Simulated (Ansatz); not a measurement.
Values for one crystal, relaxed and computed with LDA (plane waves, PAW; program Ansatz); other levels are named.

```yaml
volume_per_atom: 25.99 Å³
band_gap: 2.46 eV (indirect)
hole_effective_mass: 0.59, 1.1, 3.4 mₑ (principal values)
Formation energy from the elements (no fitted shifts): -1.10 eV/atom
Pressure derivative B′: 4.4
conduction_band_minimum: off the standard path, at k = (0.156, -0.156, 0.333)
smallest_direct_gap_on_the_standard_path: 2.50 eV
```

Which compound is it?
(A) MgS, rock salt
(B) Cs2KYCl6, Fm-3m (K on 4b, Cs on 8c, Y on 4a, Cl on 24e)
(C) MgIn2S4, spinel
(D) K3GeS3, C2/m (Pearson symbol mS28)

D, K3GeS3, C2/m (Pearson symbol mS28)

The workflow started from a Materials Project entry (that database holds measured and hypothetical structures alike); the Crystallography Open Database copy checked does not list it. Its standing as an ambient phase is unchecked. The cell was relaxed with LDA under the symmetry of its start; its stability against distortions is not shown here. The references are the lowest solids computed at this level, not always the standard phases. Scalar-relativistic: spin–orbit coupling is off unless named, which matters more the heavier the elements.

Potentials: the later of the program's two PAW sets.
